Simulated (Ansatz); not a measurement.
Ta₃N₅ in space group Cmcm (No. 63; Pearson symbol oS32), PBE (plane waves, PAW; program Ansatz), all energies at zero smearing, with the estimated change up to a 700 eV cutoff added, with one set of potentials and settings (totals compare only within such a set). Cell of 16 atoms (6 Ta, 10 N): -63456.306 eV.

| element | reference phase | E (eV/atom) |
|---|---|---|
| Ta | Im-3m, 1 atoms in the cell | -9933.2341 |
| N | Pa-3, 8 atoms in the cell | -384.0342 |

Formation energy per atom, worked out: (-63456.306 − 6×(-9933.2341) − 10×(-384.0342))/16 = -1.035 eV/atom (-100 kJ per mol of atoms), at 0 K, without zero-point energy or fitted corrections.

The first step of the workflow began from a Materials Project structure, measured or hypothetical; the Crystallography Open Database files this formula in space group No. 63, but the cells were not matched. Its standing as an ambient phase is unchecked. Symmetry was held in the PBE relaxation; its stability against distortions is not shown here. The run is not spin-polarised. The references are the lowest solids computed at this level, not always the standard phases (solids in place of the gases). Scalar-relativistic: spin–orbit coupling is off unless named, which matters more the heavier the elements.

Potentials: the earlier of the program's two PAW sets.
